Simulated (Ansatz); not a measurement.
Ga:
```cif
data_Ga8
_chemical_formula_sum 'Ga8'
_space_group_name_H-M_alt 'Cmce'
_space_group_IT_number 64
_space_group_name_Hall '-C 2ac 2'
_cell_length_a 4.42341
_cell_length_b 7.49275
_cell_length_c 4.43388
_cell_angle_alpha 90.000
_cell_angle_beta 90.000
_cell_angle_gamma 90.000
loop_
_atom_site_label
_atom_site_type_symbol
_atom_site_symmetry_multiplicity
_atom_site_Wyckoff_symbol
_atom_site_fract_x
_atom_site_fract_y
_atom_site_fract_z
_atom_site_occupancy
Ga1 Ga 8 f 0.00000 0.34407 0.41529 1
```
(The calculation used a cell of 4 atoms; values per cell refer to that cell.)

Relaxed at zero pressure with LDA (plane waves, PAW; program Ansatz).

Task: The volume is lowered by 6 % and shape and atoms relax at that volume. What pressure results, and how do the axes share the change?

Result: 4.8 GPa; a -2.4 %, b -1.8 %, c -2.0 %; the energy rises by 15 meV/atom.

Task: Give the new structure.

Result: 
Space group Cmce (No. 64); a = 4.318 Å, b = 7.360 Å, c = 4.346 Å, α = β = γ = 90.00°

```tsv
atom	site	symmetry	x	y	z
Ga	8f	m..	0.0000	0.3446	0.4153
```

The phase is kept; no other phase was compared at this pressure.

The LDA relaxation kept the symmetry of its start; of distortions, only those at the zone centre were tested. Axis ratios of metals converge slowly with the k-mesh, so a and c are less sure than the volume.

Potentials: the later of the program's two PAW sets.
